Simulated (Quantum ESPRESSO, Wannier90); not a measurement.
## Wannierisation of MgSe (rock salt)

Structure: Materials Project mp-10760, symmetrised, not relaxed again. COD (Crystallography Open Database) has an entry of this formula and space group (matched by these alone). Method: PBEsol plane waves in Quantum ESPRESSO 7.5 (PseudoDojo norm-conserving files, 69 Ry, no spin polarisation, no spin-orbit coupling), Bloch states on a 10×10×10 mesh through Γ, Wannier90 4.0.1. Density: 10×10×10 mesh, cold smearing 0.01 Ry. Spin-orbit coupling, left out, would split the p-like bands by a few tenths of an eV.

On the energy scale of pw.x, whose zero is arbitrary, the valence-band maximum lies at 7.86 eV.

Input w.win:

```
num_bands = 4
num_wann = 4
exclude_bands = 1-9,14-24
num_iter = 800
conv_tol = 1.0e-6
conv_window = 4
write_hr = true
write_u_matrices = true
begin projections
Se: sp3
end projections
begin unit_cell_cart
ang
    0.0000000000    2.7337250000    2.7337250000
    2.7337250000    0.0000000000    2.7337250000
    2.7337250000    2.7337250000    0.0000000000
end unit_cell_cart
begin atoms_frac
Mg   0.0000000000  0.0000000000  0.0000000000
Se   0.5000000000  0.5000000000  0.5000000000
end atoms_frac
mp_grid = 10 10 10
begin kpoints
0.0000000000 0.0000000000 0.0000000000
0.0000000000 0.0000000000 0.1000000000
0.0000000000 0.0000000000 0.2000000000
... (997 more lines: the 10x10x10 mesh through Gamma)
end kpoints
```

Input of pw2wannier90.x that gives the overlap and projection files (equivalent; here they were cut from one run over all bands):

```
&inputpp
  outdir = './out'
  prefix = 'pwscf'
  seedname = 'w'
  write_amn = .true.
  write_mmn = .true.
/
```

Output w.wout (banner and timings cut):

```
                                    ------
                                    SYSTEM
                                    ------

                              Lattice Vectors (Ang)
                    a_1     0.000000   2.733725   2.733725
                    a_2     2.733725   0.000000   2.733725
                    a_3     2.733725   2.733725   0.000000

                   Unit Cell Volume:      40.85963  (Ang^3)

                        Reciprocal-Space Vectors (Ang^-1)
                    b_1    -1.149198   1.149198   1.149198
                    b_2     1.149198  -1.149198   1.149198
                    b_3     1.149198   1.149198  -1.149198

 *----------------------------------------------------------------------------*
 |   Site       Fractional Coordinate          Cartesian Coordinate (Ang)     |
 +----------------------------------------------------------------------------+
 | mg   1   0.00000   0.00000   0.00000   |    0.00000   0.00000   0.00000    |
 | se   1   0.50000   0.50000   0.50000   |    2.73373   2.73373   2.73373    |
 *----------------------------------------------------------------------------*
                                ------------
                                K-POINT GRID
                                ------------

             Grid size = 10 x 10 x 10      Total points = 1000

 *---------------------------------- MAIN ------------------------------------*
 |  Number of Wannier Functions               :                 4             |
 |  Number of Objective Wannier Functions     :                 4             |
 |  Number of input Bloch states              :                 4             |
 |  Output verbosity (1=low, 5=high)          :                 1             |
 |  Timing Level (1=low, 5=high)              :                 1             |
 |  Optimisation (0=memory, 3=speed)          :                 3             |
 |  Length Unit                               :               Ang             |
 |  Post-processing setup (write *.nnkp)      :                 F             |
 |  Using Gamma-only branch of algorithms     :                 F             |
 *----------------------------------------------------------------------------*
 *------------------------------- WANNIERISE ---------------------------------*
 |  Total number of iterations                :               800             |
 |  Number of CG steps before reset           :                 5             |
 |  Trial step length for line search         :             2.000             |
 |  Convergence tolerence                     :         0.100E-05             |
 |  Convergence window                        :                 4             |
 |  Iterations between writing output         :                 1             |
 |  Iterations between backing up to disk     :               100             |
 |  Write r^2_nm to file                      :                 F             |
 |  Write xyz WF centres to file              :                 F             |
 |  Write on-site energies <0n|H|0n> to file  :                 F             |
 |  Use guiding centre to control phases      :                 F             |
 |  Use phases for initial projections        :                 F             |
 *----------------------------------------------------------------------------*
 *-------------------------------- PLOTTING ----------------------------------*
 |  Plotting Hamiltonian in WF basis          :                 T             |
 *----------------------------------------------------------------------------*

 *---------------------------------- K-MESH ----------------------------------*
 +----------------------------------------------------------------------------+
 |                    Distance to Nearest-Neighbour Shells                    |
 |                    ------------------------------------                    |
 |          Shell             Distance (Ang^-1)          Multiplicity         |
 |          -----             -----------------          ------------         |
 |             1                   0.199047                      8            |
 |             2                   0.229840                      6            |
 |             3                   0.325042                     12            |
 |             4                   0.381146                     24            |
 |             5                   0.398094                      8            |
 |             6                   0.459679                      6            |
 |             7                   0.500924                     24            |
 |             8                   0.513937                     24            |
       ... (lines left out)
 +----------------------------------------------------------------------------+
 | The b-vectors are chosen automatically                                     |
 | The following shells are used:                       1                     |
 +----------------------------------------------------------------------------+
 |                        Shell   # Nearest-Neighbours                        |
 |                        -----   --------------------                        |
 |                          1               8                                 |
 +----------------------------------------------------------------------------+
 | Completeness relation is fully satisfied [Eq. (B1), PRB 56, 12847 (1997)]  |
 +----------------------------------------------------------------------------+
 |                  b_k Vectors (Ang^-1) and Weights (Ang^2)                  |
 |                  ----------------------------------------                  |
 |            No.         b_k(x)      b_k(y)      b_k(z)        w_b           |
 |            ---        --------------------------------     --------        |
 |             1         0.114920    0.114920   -0.114920     9.464985        |
 |             2         0.114920   -0.114920    0.114920     9.464985        |
 |             3        -0.114920    0.114920    0.114920     9.464985        |
 |             4         0.114920    0.114920    0.114920     9.464985        |
 |             5        -0.114920   -0.114920    0.114920     9.464985        |
 |             6        -0.114920    0.114920   -0.114920     9.464985        |
 |             7         0.114920   -0.114920   -0.114920     9.464985        |
 |             8        -0.114920   -0.114920   -0.114920     9.464985        |
 +----------------------------------------------------------------------------+
 |                           b_k Directions (Ang^-1)                          |
 |                           -----------------------                          |
 |            No.           x           y           z                         |
 |            ---        --------------------------------                     |
 |             1         0.114920    0.114920   -0.114920                     |
 |             2         0.114920   -0.114920    0.114920                     |
 |             3        -0.114920    0.114920    0.114920                     |
 |             4         0.114920    0.114920    0.114920                     |
 +----------------------------------------------------------------------------+

 Starting a new Wannier90 calculation ...

 Reading overlaps from w.mmn

 Reading projections from w.amn

 *------------------------------- WANNIERISE ---------------------------------*
 +--------------------------------------------------------------------+<-- CONV
 | Iter  Delta Spread     RMS Gradient      Spread (Ang^2)            |<-- CONV
 +--------------------------------------------------------------------+<-- CONV

 ------------------------------------------------------------------------------
 Initial State
  WF centre and spread    1  (  3.046485,  3.046485,  3.046485 )     1.86779780
  WF centre and spread    2  (  3.046485,  2.420965,  2.420965 )     1.86779780
  WF centre and spread    3  (  2.420965,  3.046485,  2.420965 )     1.86779780
  WF centre and spread    4  (  2.420965,  2.420965,  3.046485 )     1.86779780
  Sum of centres and spreads ( 10.934900, 10.934900, 10.934900 )     7.47119119

      0     0.747E+01     0.0000000000        7.4711911856  <-- CONV
        O_D=      0.0063797 O_OD=      1.2434472 O_TOT=      7.4711912 <-- SPRD
 ------------------------------------------------------------------------------
      1    -0.995E-02     0.0322930742        7.4612448967  <-- CONV
        O_D=      0.0022556 O_OD=      1.2376251 O_TOT=      7.4612449 <-- SPRD
      2    -0.377E-02     0.0304510330        7.4574793015  <-- CONV
        O_D=      0.0006008 O_OD=      1.2355142 O_TOT=      7.4574793 <-- SPRD
      3    -0.999E-03     0.0178842648        7.4564800174  <-- CONV
        O_D=      0.0001870 O_OD=      1.2349288 O_TOT=      7.4564800 <-- SPRD
      4    -0.201E-03     0.0097144156        7.4562794830  <-- CONV
        O_D=      0.0001126 O_OD=      1.2348027 O_TOT=      7.4562795 <-- SPRD
      5    -0.533E-04     0.0053924932        7.4562261335  <-- CONV
        O_D=      0.0000969 O_OD=      1.2347651 O_TOT=      7.4562261 <-- SPRD
       ... (lines left out)
     12    -0.351E-06     0.0003891008        7.4561879996  <-- CONV
        O_D=      0.0000939 O_OD=      1.2347299 O_TOT=      7.4561880 <-- SPRD
     13    -0.110E-06     0.0002669124        7.4561878893  <-- CONV
        O_D=      0.0000938 O_OD=      1.2347299 O_TOT=      7.4561879 <-- SPRD
     14    -0.746E-07     0.0001789082        7.4561878147  <-- CONV
        O_D=      0.0000938 O_OD=      1.2347298 O_TOT=      7.4561878 <-- SPRD
             <<<     Delta < 1.000E-06  over  4 iterations     >>>
             <<< Wannierisation convergence criteria satisfied >>>
 Final State
  WF centre and spread    1  (  3.047152,  3.047152,  3.047152 )     1.86404695
  WF centre and spread    2  (  3.047152,  2.420298,  2.420298 )     1.86404695
  WF centre and spread    3  (  2.420298,  3.047152,  2.420298 )     1.86404695
  WF centre and spread    4  (  2.420298,  2.420298,  3.047152 )     1.86404695
  Sum of centres and spreads ( 10.934900, 10.934900, 10.934900 )     7.45618781

         Spreads (Ang^2)       Omega I      =     6.221364207
        ================       Omega D      =     0.000093782
                               Omega OD     =     1.234729826
    Final Spread (Ang^2)       Omega Total  =     7.456187815
```
